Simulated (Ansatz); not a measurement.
# InSe: from a starting cell to a relaxed one

The start is a randomly generated symmetric cell of InSe (space group No. 191). The cell and all atomic positions are relaxed at zero pressure with PBE (plane waves to 420 eV, PAW, scalar-relativistic; Ansatz, an electronic-structure program). First-step values are on the input's coarse k-mesh.

Ansatz input (later rounds restart from its end on a renewed k-mesh):
Ansatz 0.2 input:
```yaml
crystal:
  lattice:
    - [5.6836345, 0, 0]
    - [-2.8418173, 4.9221719, 0]
    - [0, 0, 7.5374587]
  atoms:
    - { symbol: In, position: [0.5, 0, 0] }
    - { symbol: In, position: [0, 0.5, 0] }
    - { symbol: In, position: [0.5, 0.5, 0] }
    - { symbol: Se, position: [0.5, 0, 0.5] }
    - { symbol: Se, position: [0, 0.5, 0.5] }
    - { symbol: Se, position: [0.5, 0.5, 0.5] }
basis: { ecutwfc: 420, ecutrho_ratio: 4, xc_grid: 2, fft_grid_basis: typed }
kpoints: { mp_grid: { grid: [5, 5, 3] } }
hamiltonian:
  xc: pbe
  dispersion: none
  pseudopotentials: { kind: paw }
scf: { occupations: { method: fermi_dirac, width: 0.05 } }
relax: { f_tol: 0.01, max_steps: 100, cell: { stress_tol: 0.02 } }
output: { forces: true, stress: true }
```

**Question.** By how much does the energy per atom fall from start to end?

**Answer.** 0.34 to 0.38 eV/atom (the two k-meshes of the run give this range).

**Question.** How does the volume change?

**Answer.** -15.4 %, from 35.14 to 29.75 Å³/atom.

**Question.** How do the shortest distances between atoms change?

**Answer.** The closest pairs of elements (up to four, under 3.6 Å), start → end: In–In 2.84 → 2.96 Å; Se–Se 2.84 → 2.96 Å; In–Se 3.77 → 2.94 Å.

**Question.** Is the relaxed structure metallic? Give its gap.

**Answer.** No gap (metallic).

**Question.** Give the final cell and atomic positions.

**Answer.** 
```cif
data_In3Se3
_chemical_formula_sum 'In3 Se3'
_space_group_name_H-M_alt 'P6/mmm'
_space_group_IT_number 191
_space_group_name_Hall '-P 6 2'
_cell_length_a 5.92464
_cell_length_b 5.92464
_cell_length_c 5.87102
_cell_angle_alpha 90.000
_cell_angle_beta 90.000
_cell_angle_gamma 120.000
loop_
_atom_site_label
_atom_site_type_symbol
_atom_site_symmetry_multiplicity
_atom_site_Wyckoff_symbol
_atom_site_fract_x
_atom_site_fract_y
_atom_site_fract_z
_atom_site_occupancy
In1 In 3 f 0.00000 0.50000 0.00000 1
Se1 Se 3 g 0.50000 0.50000 0.50000 1
```

The space group stays P6/mmm (No. 191) (the run could not lower it), with 6 atoms in the primitive cell. Final values are on a 9×9×8 k-mesh of the relaxed cell. No spin polarisation in the result. The relaxed primitive cell holds an odd number of electrons. A magnetic state may lie lower.

The run could not lose the symmetry of its start, so the end can be a saddle point.

All atoms sit on sites fixed by symmetry, so only the cell could relax.

The relaxed structure here is a generated cell of InSe: the first start was made by a random draw of sites in a space group, and the end was not matched to a known phase here, so it may be hypothetical. Known forms of InSe include space group No. 194.
